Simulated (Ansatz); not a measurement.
A geometry of CsSnI$_{3}$ away from equilibrium: step 2 of the relaxation of a relaxed CsSnI3 cell shaken by Gaussian noise of σ = 0.08 Å a coordinate. Method: r2SCAN (plane waves to 500 eV, PAW, scalar-relativistic; Ansatz, a program for electronic structure). Γ-centred k-mesh 3×3×3 on the run's cell (coarser than for final values), Fermi–Dirac smearing 0.05 eV.

```
CsSnI3
1.0
    8.54067     0.00052    -0.00141
   -4.26989     7.40559    -0.01281
   -0.00126    -0.01388     7.60498
Cs Sn I
2 2 6
Cartesian
  0.04073   4.90235   5.69569
  4.29131   2.55861   1.85636
  0.07030   0.00526  -0.03658
 -0.07676   0.01857   3.76583
 -0.03297   2.54835   1.95439
  2.04021   6.09371   1.91286
 -2.05878   6.17428   1.88692
  4.26032   4.82371   5.70948
  2.16403   1.28074   5.73141
  6.32052   1.26904   5.71155
```

### Question
Which atoms carry the largest force, and which way does it point?

### Answer
0.18 eV/Å, on Sn3 (atoms numbered as listed); on Sn3 its components are (-0.15, -0.08, 0.03).

### Question
What is the pressure?

### Answer
0.0 GPa, compression positive.

No spin polarisation in the result.

The end of the path is a generated cell of CsSnI3: the first start was made by placing the elements on the sites of a structure type, and the end was not matched to a known phase here, so it may be hypothetical. Known forms of CsSnI3 include space group No. 62, 221.
